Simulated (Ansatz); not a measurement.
LiH (started from an entry of an open crystallographic database) with hydrogen sites as listed, relaxed with r2SCAN+rVV10, was run in the PAW code Ansatz under altered settings. All numbers are computed, without spin polarisation but where a row says otherwise.

```
CELL_PARAMETERS angstrom
0.00000 1.99847 1.99847
1.99847 0.00000 1.99847
1.99847 1.99847 0.00000
ATOMIC_POSITIONS crystal
Li 0.00000 0.00000 0.00000
H 0.50000 0.50000 0.50000
```

The base run's other keys:
```yaml
kpoints:
  mp_grid: { grid: [6, 6, 6] }
hamiltonian:
  xc: hse06
scf:
  occupations: { method: fixed }
  n_extra_bands: 4
```

It takes 10 iterations with 331 plane waves at 420 eV and 16 k points, and leaves a mean stress of -0.24 GPa. The gap over this mesh is 3.968 eV.

Outcomes, with energy and stress as changes against the base:
```
                                 setting    outcome  ΔF (meV/atom)  Δ mean stress (GPa)  gap on the mesh (eV)  iterations
                    hamiltonian.xc: pbe0  converged              –                 +0.1                 4.666          11
PBE hybrid, exx coeff 1.0, omega 0.3 1/Å  converged              –                 -1.5                 6.412          15
       scf.exx.singularity: wigner_seitz  converged            0.0                  0.0                 3.968          10
                      basis.ecutwfc: 500  converged           -0.7                  0.0                 3.968          10
             scf.eigensolver.kind: dense  converged            0.0                  0.0                 3.968          10
```
A dash marks a value that wasn't obtained or can't be compared. Stress is positive in compression.

- hamiltonian.xc: pbe0. The mean stress moves by +0.1 GPa and the gap on the mesh by +0.697 eV (to 4.666). It's another functional on the same cell, so totals aren't comparable.
- PBE hybrid, exx coeff 1.0, omega 0.3 1/Å. That is 100 % exact exchange, screened with ω = 0.3 1/Å, against HSE06's 25 % screened at 0.208 1/Å. The mean stress moves by -1.5 GPa and the gap on the mesh by +2.444 eV (to 6.412). Totals of different functionals aren't comparable.

Within 1 meV an atom, 0.1 GPa and 0.005 eV of the base stay: scf.exx.singularity: wigner_seitz; basis.ecutwfc: 500; scf.eigensolver.kind: dense.

The stress of a hybrid is loosely converged in these runs.

The meshes of the hybrids are coarse, so their gaps aren't converged to the digits shown.
